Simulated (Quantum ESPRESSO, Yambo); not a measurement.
At a photon energy of 13.75 eV, RPA with local fields on PBEsol bands shifted by a G0W0 scissor of 4.70 eV (Quantum ESPRESSO and Yambo; 4×4×4 mesh, 90 bands, 3 Ry local-field block, 0.2 eV broadening) gives ε = 1.28 + 0.82i for LiTaF₆ (space group R-3, No. 148), field along x. Axes are Cartesian, with cell vectors (Å) (2.58, 1.49, 4.53), (-2.58, 1.49, 4.53), (0.00, -2.98, 4.53).

### Question
Work out n, κ, the normal-incidence reflectivity, the absorption coefficient and the penetration depth.

### Answer
|ε| = 1.52; n = √((|ε| + ε1)/2) = 1.18, κ = √((|ε| − ε1)/2) = 0.35. R = ((n − 1)² + κ²)/((n + 1)² + κ²) = 0.03. α = 2Eκ/(ħc) with ħc = 197.327 eV nm: 0.0483 per nm = 4.8 × 10⁵ per cm, a 1/e depth of 21 nm. The computed direct gap is 11.21 eV, and the energy scale of the real crystal may differ from it. Excitonic effects are left out, and values at one energy depend on mesh and broadening. The scissor comes from a G0W0 run whose convergence isn't established. Convergence of the RPA response with its 4×4×4 mesh was not tested.

Spin-orbit coupling is not included.

Geometry of the Materials Project entry, not relaxed at this level; primitive cell a = 5.421 Å, b = 5.421 Å, c = 5.421 Å, α = 56.95°, β = 56.95°, γ = 56.95°.

The structure is a Materials Project entry; no match was found in the copy of COD used, and its stability was not checked.
